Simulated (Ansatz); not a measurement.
BP:
Space group F-43m (No. 216); a = b = c = 4.5364 Å, α = β = γ = 90.00°

```json
[
 {"atom": "B", "site": "4a", "symmetry": "-43m", "x": "0.0000", "y": "0.0000", "z": "0.0000"},
 {"atom": "P", "site": "4c", "symmetry": "-43m", "x": "0.2500", "y": "0.2500", "z": "0.2500"}
]
```
(The calculation used a cell of 2 atoms; values per cell refer to that cell.)

Relaxed with r²SCAN. The program Ansatz at the r²SCAN level (PAW) gives a gap of 1.41 eV.

Q: What gap does HSE06 give on the same cell (Ansatz, PAW)?

A: 1.96 eV, 0.55 eV more. The hybrid was solved on a coarser mesh and at special points; its gap is the smallest among all of these.

| k | v1 r²SCAN | c1 r²SCAN | v1 HSE06 | c1 HSE06 |
|---|---|---|---|---|
| Γ | 0.00 | 3.60 | 0.00 | 4.34 |
| X | -4.36 | 1.50 | [?] | [?] |
| L | -1.87 | 4.10 | [?] | [?] |
| W | -5.74 | 5.74 | [?] | [?] |
| K | -3.72 | 2.37 | [?] | [?] |

Q: Top valence (v1) and lowest conduction level (c1) in eV from each method's valence maximum (which need not be a listed point): supply the withheld HSE06 values.

A: 
- K, v1 HSE06: -3.85
- K, c1 HSE06: 2.93
- L, v1 HSE06: -1.93
- L, c1 HSE06: 4.74
- W, v1 HSE06: -5.98
- W, c1 HSE06: 6.32
- X, v1 HSE06: -4.53
- X, c1 HSE06: 2.06

Cost on shared cores: the r²SCAN run (SCF on a 10×10×10 mesh, then bands and DOS) about 10 core-seconds (a rough figure), the HSE06 run (SCF on 8×8×8, then a few points) about 27 core-seconds (a rough figure); the tasks are unlike.

The r²SCAN relaxation kept the symmetry of its start; phonons on a q-mesh show no instability.

Potentials: the earlier of the program's two PAW sets.
